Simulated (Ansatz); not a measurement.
MoPd:
```xyz
4
Lattice="1.3151 -5.2292 0.0000 1.3151 5.2292 0.0000 0.0000 0.0000 4.3040" Properties=species:S:1:pos:R:3 pbc="T T T"
Mo     1.3151    -1.8101     1.0760
Pd     1.3151    -4.5031     1.0760
Mo     1.3151     1.8101     3.2280
Pd     1.3151     4.5031     3.2280
```

Relaxed with PBEsol. Special points in fractions of this cell's reciprocal vectors: Γ (0.000, 0.000, 0.000); Y (-0.500, 0.500, 0.000); C0 (-0.266, 0.734, 0.000); Σ0 (0.266, 0.266, 0.000); Z (0.000, 0.000, 0.500); A0 (0.266, 0.266, 0.500); E0 (-0.266, 0.734, 0.500); T (-0.500, 0.500, 0.500); S (0.000, 0.500, 0.000); R (0.000, 0.500, 0.500).

### Question
List the band energies nearest the Fermi level at these points for PBEsol (plane waves, PAW; program Ansatz).

### Answer
In eV from the Fermi level; about four levels below and three above (degenerate sets whole), none deeper than 8.9 eV; points with the same levels are listed once.

```
k                     below                above
--  -----------------------  -------------------
Γ   -1.78 -1.76 -1.56 -1.16       1.54 1.85 1.89
Y   -1.83 -1.65 -1.43 -1.32       1.00 1.96 2.12
C0  -2.27 -2.21 -1.76 -0.96       0.03 0.49 1.29
Z   -1.62 -1.62 -0.15 -0.15  0.64 0.64 1.58 1.58
A0  -0.63 -0.63 -0.35 -0.35  1.29 1.29 2.86 2.86
T   -1.79 -1.79 -1.60 -1.60  0.70 0.70 1.97 1.97
S   -2.45 -2.25 -1.38 -1.36       0.13 0.35 0.53
R   -1.65 -1.65 -0.72 -0.72  0.03 0.03 0.76 0.76
```

Space group Cmcm. The start of the workflow was typed in or built on a structure type; neither database checked (COD, Materials Project) lists it. Its standing as an ambient phase is unchecked. The PBEsol relaxation kept the symmetry of its start; whether a distortion lowers the energy is not shown. The run is not spin-polarised. Spin–orbit coupling is left out wherever it is not named.

Potentials: the earlier of the program's two PAW sets. The files were generated under PBE; for other functionals the program regenerates the frozen cores, and for LDA and PBEsol the local potential too.
